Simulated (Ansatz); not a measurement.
WSe$_{2}$ in space group P6_3/mmc (No. 194; W on 2c, Se on 4f), the program Ansatz at the r²SCAN+D4 level (PAW). The conduction-band minimum lies on the K–Γ line, 46 % of the way from K, with 6 equivalent valleys. Second derivatives d²E/dk² of the lowest band at one valley (eV·Å²), along Cartesian directions:

```tsv
direction	d²E/dk²
[100]	13.94
[010]	15.39
[001]	16.04
[110]	15.92
[101]	14.99
[011]	15.72
```

Problem. Find the principal effective masses, the density-of-states mass and the conductivity mass.

Solution. Off-diagonal terms follow from H_xy = H[110] − (H_xx + H_yy)/2, and m*/mₑ = 7.620 eV·Å² over each eigenvalue: 0.47, 0.48, 0.58. One valley's DOS mass (m₁m₂m₃)^(1/3) = 0.51, conductivity mass 3/(Σ 1/mᵢ) = 0.50 mₑ.

Problem. What effective density of states Nc follows at 300 K for parabolic valleys?

Solution. Nc = 2.509e19 × 6 × (0.51)^(3/2) ≈ 5.5e19 cm⁻³.

Problem. With the computed static dielectric constant 11.7 (mean of the diagonal), estimate a hydrogenic donor's binding energy and radius.

Solution. E = 13.606 eV × 0.50/11.7² ≈ 50 meV; a = 0.529 Å × ε/m* ≈ 12 Å. Semilocal masses tend to be too small when the gap is underestimated.

The cell was relaxed with r²SCAN+D4 under the symmetry of its start. No spin polarisation was allowed. Scalar-relativistic: spin–orbit coupling is off unless named, which matters more the heavier the elements.

Potentials: the earlier of the program's two PAW sets. The files were generated under PBE; for other functionals the program regenerates the frozen cores, and for LDA and PBEsol the local potential too.
